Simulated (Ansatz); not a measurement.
Ansatz (a first-principles code) input:

Ansatz 0.2 input:
```yaml
crystal:
  lattice:
    - [2.7356663833, 0.0, 0.0]
    - [-1.3678331916, 2.3691565842, 0.0]
    - [0.0, 0.0, 4.8534011772]
  atoms:
    - { symbol: W, position: [0.6666666667, 0.3333333333, 0.75] }
    - { symbol: W, position: [0.3333333333, 0.6666666667, 0.25] }
kpoints:
  mp_grid: { grid: [17, 17, 9] }
hamiltonian:
  xc: lda
  pseudopotentials: { kind: paw }
scf:
  occupations: { method: fermi_dirac, width: 0.1 }
phonons:
  method: dfpt
  response_accuracy: low
  eigenvectors: true
  rigid_motions: translations
```

Output (shortened):

```
Pseudopotential: W, paw, valence charge 14
Functional definition: SPW92
Crystal: 2 atoms, lattice volume = 31.456 Å³
Basis set: ecut = 420 eV, 623 PW (Γ), exchange–correlation on 40×40×72 points (8 copies of the dense FFT grid, shifted against one another)
Bands: 18, of which v1, the nominal top of the filled ones, is band 14 counted from 1 (13 counted from 0)
Symmetry: 24 space group operations
k-points: 405 of 2601 (irreducible under 4 space group operations, time reversal used)
SCF iter   1: F=—  HF=-20258.713751 eV  |F-HF|=—  |Δ(HF+E_count)|=         —  Δρ=1.01e-2  dr2=2.98e-2  ethr=1.77e-3  ⟨swp⟩=5.0  Hψ=31872  notcnv=0
preconditioner: auto → Kerker (q_TF=auto, 2.676 Å⁻¹)
SCF iter   2: F=—  HF=-20258.707633 eV  |F-HF|=—  |Δ(HF+E_count)|=   6.12e-3  Δρ=6.38e-3  dr2=1.22e-2  ethr=1.06e-4  ⟨swp⟩=1.0  Hψ=10530  notcnv=0
SCF iter   3: F=—  HF=-20258.703478 eV  |F-HF|=—  |Δ(HF+E_count)|=   4.15e-3  Δρ=6.73e-4  dr2=1.04e-4  ethr=4.35e-5  ⟨swp⟩=2.0  Hψ=9793  notcnv=0
SCF iter   4: F=—  HF=-20258.703450 eV  |F-HF|=—  |Δ(HF+E_count)|=   2.80e-5  Δρ=1.36e-4  dr2=4.24e-6  ethr=3.71e-7  ⟨swp⟩=2.4  Hψ=13583  notcnv=0
SCF iter   5: F=—  HF=-20258.703449 eV  |F-HF|=—  |Δ(HF+E_count)|=   8.24e-7  Δρ=2.58e-5  dr2=1.25e-7  ethr=1.51e-8  ⟨swp⟩=2.2  Hψ=10833  notcnv=0
SCF iter   6: F=—  HF=-20258.703449 eV  |F-HF|=—  |Δ(HF+E_count)|=   3.31e-7  Δρ=2.45e-6  dr2=9.04e-10  ethr=4.48e-10  ⟨swp⟩=2.5  Hψ=11064  notcnv=0
SCF iter   7: F=—  HF=-20258.703449 eV  |F-HF|=—  |Δ(HF+E_count)|=  2.91e-11  Δρ=2.85e-7  dr2=1.35e-11  ethr=3.23e-12  ⟨swp⟩=2.4  Hψ=11606  notcnv=0
SCF iter   8: F=-20258.703449 eV  HF=-20258.703449 eV  |F-HF|=3.64e-12  |Δ(HF+E_count)|=  3.64e-12  Δρ=2.71e-8  dr2=1.30e-13  ethr=1.00e-12  ⟨swp⟩=5.4  Hψ=29358  notcnv=0
the search or the solves at the SCF's close seem to have found levels that the self-consistency loop had missed (the run counts 2) …
SCF 1 converged in 8 iterations: F = -20258.703449 eV  dr2 = 1.30e-13
DFPT response loops at Γ: preconditioner auto → Kerker (q_TF=auto, 2.676 Å⁻¹) (partly filled bands, converged f_vac=0.000) …
SCF converged after 8 iterations
Free energy (F): -20258.703449 eV
Harris-Foulkes:  -20258.703449 eV  (|F-HF|=3.64e-12)
Internal energy: -20258.637298 eV  (E = F + TS)
E sigma→0 (E₀):  -20258.670373 eV
Entropy (-TS):   -0.066151 eV (-33.076 meV/atom)
Fermi energy:    22.091394 eV
--- Per-component energies (eV) ---
  E_band       = -164.093692
  E_kinetic    = 903.522493
  E_local      = -1210.334755  (includes V_loc(G=0)·N_el)
  E_nonlocal   = 13.882956
  E_hartree    = 433.991417
  E_xc         = -530.580278
  E_vxc        = -478.528688  (∫ρ·V_xc dr)
  E_paw        = -16619.600438  (= ΣΔE_a)
  E_vpaw       = -260.618404  (= ΣTr[D̂ρ^β])
  E_aug_tail   = -0.000129  (compensation charges beyond the density's cutoff)
  E_ewald      = -3250.084869
  E_core_change = 0.566306  (= ΣΔE_core)
  E_smearing   = -0.066151  (= −TS)
  E_closure    = 0.000000  (closes the sum)
  Σ components = -20258.703449   (vs F -20258.703449, Δ=0.00e0)
  [band-id]    e_kinetic+e_local+e_nonlocal+2·e_hartree+e_vxc+e_vpaw+e_augmentation_tail = -164.093694   (vs E_band -164.093692, Δ=-1.39e-6)
--- Band table (eV; the first three rows and the last of 405) ---
  k-point 0: bands = ["-51.5168", "-51.4270", "-16.3666", "-15.2837", "-15.1073", "-15.1073", "-14.9968", "-14.9968", "12.8366", "16.0050", "20.3108", "21.5647", "21.5647", "22.0653", "22.1857", "22.1857", "24.1040", "24.1040"]
  k-point 1: bands = ["-51.5142", "-51.4297", "-16.3359", "-15.3186", "-15.1040", "-15.1040", "-15.0002", "-15.0002", "12.9627", "15.9822", "20.2572", "21.5446", "21.5446", "21.7725", "22.1346", "22.1346", "24.2265", "24.2265"]
  k-point 2: bands = ["-51.5064", "-51.4376", "-16.2471", "-15.4182", "-15.0944", "-15.0944", "-15.0098", "-15.0098", "13.3262", "15.8851", "20.1181", "21.0981", "21.5090", "21.5090", "22.0008", "22.0008", "24.5571", "24.5571"]
  k-point 404: bands = ["-51.3588", "-51.3527", "-16.1960", "-16.1898", "-15.6616", "-15.6591", "-15.4597", "-15.4257", "17.5212", "17.5813", "19.4464", "19.7625", "20.5385", "20.7199", "22.3140", "23.0022", "26.1634", "27.2794"]
--- Phonons (Γ-DFPT): 2 representative perturbations + reference, on 405 of 2601 k-points (Σ response iterations 4) ---
  ASR residual: 5.093e-4 → 0.000e0 eV/Å²; symmetrization residual: 3.583e-10 eV/Å²
  ASR residual per site (eV/Å²): 5.09e-4 5.09e-4
  Γ frequencies (cm⁻¹): 0.00 0.00 0.00 31.06 31.06 217.28
  non-analytic LO–TO correction: not included (Born effective charges unavailable; polar crystals: no LO–TO splitting at Γ)
```

Cost: very roughly 90 core-seconds on shared cores.

Space group P6_3/mmc (hcp (Mg type)). The workflow started from a Materials Project entry (that database holds measured and hypothetical structures alike); the Crystallography Open Database copy checked does not list it. It is not the phase usual at ambient conditions (space group No. 229). The LDA relaxation kept the symmetry of its start; whether a distortion lowers the energy is not shown. The run is not spin-polarised. As this level gives no gap, phonon frequencies hold no LO–TO term and depend on the k-mesh and smearing (Fermi–Dirac, 0.1 eV here). Scalar-relativistic: spin–orbit coupling is off unless named, which matters more the heavier the elements.

Potentials: the later of the program's two PAW sets.

Ansatz is a plane-wave DFT program.
